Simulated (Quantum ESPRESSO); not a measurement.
## Si3BC3N (input and log of a self-consistent run)

A calculation, not a measurement. The program is pw.x of Quantum ESPRESSO 7.5 (plane-wave density functional theory). The cell is made up: 8 atoms on a wurtzite lattice, with randomly drawn elements, strain and displacements, not relaxed. PseudoDojo standard norm-conserving files (v0.5 for PBE, v0.4.1 for LDA and PBEsol) set the functional; there is no spin polarisation, spin-orbit coupling or dispersion term, and the masses in the input are unused placeholders.

Input:

```
&control calculation='scf', pseudo_dir='./dojo.nc.sr.pbe.v0_5.standard.upf', outdir='./o', disk_io='low', tprnfor=.true., tstress=.true. /
&system ibrav=0, nat=8, ntyp=4, nbnd=22, ecutwfc=84.00895049, nosym=.true., tot_charge=0,
 occupations='smearing', smearing='fd', degauss=0.0018374661
/
&electrons conv_thr=7.350e-09, electron_maxstep=60, /
ATOMIC_SPECIES
B 1.0 B.upf
C 1.0 C.upf
N 1.0 N.upf
Si 1.0 Si.upf
CELL_PARAMETERS angstrom
3.065 0.0376 0.0383
0.0651 5.2417 -0.0245
0.0626 -0.0231 4.9265
ATOMIC_POSITIONS angstrom
Si 0.016 -0.0045 0.0355
Si 1.5937 2.7066 0.0337
Si 1.5239 0.9131 2.4648
B 0.091 3.4784 2.4736
C 0.0472 0.0558 1.8686
N 1.6121 2.6256 1.8566
C 1.5446 0.9011 4.3003
C 0.0642 3.4518 4.2928
K_POINTS automatic
6 4 4 1 1 1
```

The log is shortened where brackets say so; the opening notice, blank lines, dates and the lines on written files are dropped, and the path of the files is cut. It prints rydbergs, bohrs and kilobars, and counts compression as positive stress. With no partly filled state, the Fermi energy that it prints is only some level between the filled and the empty states on the mesh, and need not lie in the true gap.

```
     Program PWSCF v.7.5
     Parallel version (MPI & OpenMP), running on       4 processor cores
     Number of MPI processes:                 4
     Threads/MPI process:                     1
     [start-up lines left out]
     bravais-lattice index     =            0
     lattice parameter (alat)  =       5.7929  a.u.
     unit-cell volume          =     533.9400 (a.u.)^3
     number of atoms/cell      =            8
     number of atomic types    =            4
     number of electrons       =        32.00
     number of Kohn-Sham states=           22
     kinetic-energy cutoff     =      84.0090  Ry
     charge density cutoff     =     336.0358  Ry
     scf convergence threshold =      7.3E-09
     mixing beta               =       0.7000
     number of iterations used =            8  plain     mixing
     Exchange-correlation= PBE
                           (   1   4   3   4   0   0   0)
     [axes and pseudopotential details left out]
   Cartesian axes
     site n.     atom                  positions (alat units)
         1        Si     tau(   1) = (   0.0052194  -0.0014680   0.0115806  )
         2        Si     tau(   2) = (   0.5198877   0.8829315   0.0109934  )
         3        Si     tau(   3) = (   0.4971179   0.2978662   0.8040529  )
         4        B      tau(   4) = (   0.0296855   1.1347037   0.8069236  )
         5        C      tau(   5) = (   0.0153973   0.0182028   0.6095640  )
         6        N      tau(   6) = (   0.5258900   0.8565082   0.6056494  )
         7        C      tau(   7) = (   0.5038706   0.2939517   1.4028192  )
         8        C      tau(   8) = (   0.0209430   1.1260264   1.4003726  )
     number of k points=    48  Fermi-Dirac smearing, width (Ry)=  0.0018
                       cart. coord. in units 2pi/alat
        k(    1) = (   0.0814941   0.0724511   0.0770843), wk =   0.0416667
        k(    2) = (   0.0795406   0.0732026   0.2326729), wk =   0.0416667
     [further k points left out]
     Dense  grid:    55511 G-vectors     FFT dimensions: (  36,  60,  60)
     Estimated max dynamical RAM per process >      92.65 MB
     Estimated total dynamical RAM >     329.94 MB
     Initial potential from superposition of free atoms
     starting charge      31.9978, renormalised to      32.0000
     Starting wfcs are   32 randomized atomic wfcs
     total cpu time spent up to now is        3.3 secs
     per-process dynamical memory:    71.2 Mb
     Self-consistent Calculation
     iteration #  1     ecut=    84.01 Ry     beta= 0.70
     Davidson diagonalization with overlap
     ethr =  1.00E-02,  avg # of iterations =  3.2
     total cpu time spent up to now is        7.2 secs
     total energy              =     -87.64969476 Ry
     estimated scf accuracy    <       1.58862561 Ry
     iteration #  2     ecut=    84.01 Ry     beta= 0.70
     Davidson diagonalization with overlap
     ethr =  4.96E-03,  avg # of iterations =  2.0
     total cpu time spent up to now is        9.6 secs
     total energy              =     -88.11688556 Ry
     estimated scf accuracy    <       0.70856803 Ry
     iteration #  3     ecut=    84.01 Ry     beta= 0.70
     Davidson diagonalization with overlap
     ethr =  2.21E-03,  avg # of iterations =  2.0
     total cpu time spent up to now is       11.7 secs
     total energy              =     -88.21834439 Ry
     estimated scf accuracy    <       0.03486901 Ry
     iteration #  4     ecut=    84.01 Ry     beta= 0.70
     Davidson diagonalization with overlap
     ethr =  1.09E-04,  avg # of iterations =  8.6
     total cpu time spent up to now is       14.8 secs
     total energy              =     -88.23433585 Ry
     estimated scf accuracy    <       0.00705602 Ry
     iteration #  5     ecut=    84.01 Ry     beta= 0.70
     Davidson diagonalization with overlap
     ethr =  2.21E-05,  avg # of iterations =  6.0
     total cpu time spent up to now is       17.4 secs
     total energy              =     -88.23574868 Ry
     estimated scf accuracy    <       0.00260733 Ry
     iteration #  6     ecut=    84.01 Ry     beta= 0.70
     Davidson diagonalization with overlap
     ethr =  8.15E-06,  avg # of iterations =  4.4
     total cpu time spent up to now is       19.7 secs
     total energy              =     -88.23584405 Ry
     estimated scf accuracy    <       0.00051897 Ry
     iteration #  7     ecut=    84.01 Ry     beta= 0.70
     Davidson diagonalization with overlap
     ethr =  1.62E-06,  avg # of iterations =  6.7
     total cpu time spent up to now is       22.4 secs
     total energy              =     -88.23590205 Ry
     estimated scf accuracy    <       0.00004933 Ry
     iteration #  8     ecut=    84.01 Ry     beta= 0.70
     Davidson diagonalization with overlap
     ethr =  1.54E-07,  avg # of iterations =  2.5
     total cpu time spent up to now is       24.5 secs
     total energy              =     -88.23592246 Ry
     estimated scf accuracy    <       0.00000360 Ry
     iteration #  9     ecut=    84.01 Ry     beta= 0.70
     Davidson diagonalization with overlap
     ethr =  1.13E-08,  avg # of iterations =  3.0
     total cpu time spent up to now is       26.7 secs
     total energy              =     -88.23592236 Ry
     estimated scf accuracy    <       0.00000210 Ry
     iteration # 10     ecut=    84.01 Ry     beta= 0.70
     Davidson diagonalization with overlap
     ethr =  6.55E-09,  avg # of iterations =  2.0
     total cpu time spent up to now is       28.6 secs
     total energy              =     -88.23592254 Ry
     estimated scf accuracy    <       0.00000015 Ry
     iteration # 11     ecut=    84.01 Ry     beta= 0.70
     Davidson diagonalization with overlap
     ethr =  4.59E-10,  avg # of iterations =  3.4
     total cpu time spent up to now is       30.9 secs
     End of self-consistent calculation
          k = 0.0815 0.0725 0.0771 (  6955 PWs)   bands (ev):
    -7.7159  -4.6953  -3.2816  -1.5484   0.7879   1.2216   2.7636   3.6558
     4.7681   6.0476   6.4388   6.9435   7.4362   7.9463   8.4949   9.2816
    12.0126  13.0706  13.9197  14.6980  15.4900  15.8938
     [levels at the other k points left out]
     the Fermi energy is    10.7039 ev
!    total energy              =     -88.23592261 Ry
     estimated scf accuracy    <          3.2E-09 Ry
     smearing contrib. (-TS)   =       0.00000000 Ry
     internal energy E=F+TS    =     -88.23592261 Ry
     The total energy is F=E-TS. E is the sum of the following terms:
     one-electron contribution =      16.18012212 Ry
     hartree contribution      =      12.02382896 Ry
     xc contribution           =     -30.98622272 Ry
     ewald contribution        =     -85.45365096 Ry
     convergence has been achieved in  11 iterations
     Forces acting on atoms (cartesian axes, Ry/au):
     atom    1 type  4   force =    -0.03798800    0.02491554   -0.06237134
     atom    2 type  4   force =    -0.05397140   -0.06062170   -0.02830672
     atom    3 type  4   force =     0.04756983   -0.01206401    0.02524067
     atom    4 type  1   force =     0.00825624    0.03927544    0.03627924
     atom    5 type  2   force =    -0.03875408   -0.10678994    0.01206234
     atom    6 type  3   force =    -0.01804813    0.07524601    0.03496869
     atom    7 type  2   force =     0.04017627    0.00876495    0.05187301
     atom    8 type  2   force =     0.05275926    0.03127370   -0.06974588
     Total force =     0.229315     Total SCF correction =     0.000098
     Computing stress (Cartesian axis) and pressure
          total   stress  (Ry/bohr**3)                   (kbar)     P=      -71.46
  -0.00055980  -0.00005024  -0.00027809          -82.35       -7.39      -40.91
  -0.00005024  -0.00063375   0.00006689           -7.39      -93.23        9.84
  -0.00027809   0.00006689  -0.00026385          -40.91        9.84      -38.81
     init_run     :      2.29s CPU      2.40s WALL (       1 calls)
     electrons    :     27.28s CPU     27.56s WALL (       1 calls)
     forces       :      0.37s CPU      0.40s WALL (       1 calls)
     stress       :      1.40s CPU      1.42s WALL (       1 calls)
     [timing details left out]
     PWSCF        :     32.29s CPU     32.76s WALL
     JOB DONE.
```

In other units: free energy -1200.511 eV for the cell, pressure -7.15 GPa, largest force component 2.746 eV/Å. A rerun of a related cell, with the same atoms placed differently, at 1437 eV and a 8 x 6 x 6 mesh moved values by no more than 0.003 eV in energy, 0.09 GPa in stress and 0.004 eV/Å in force.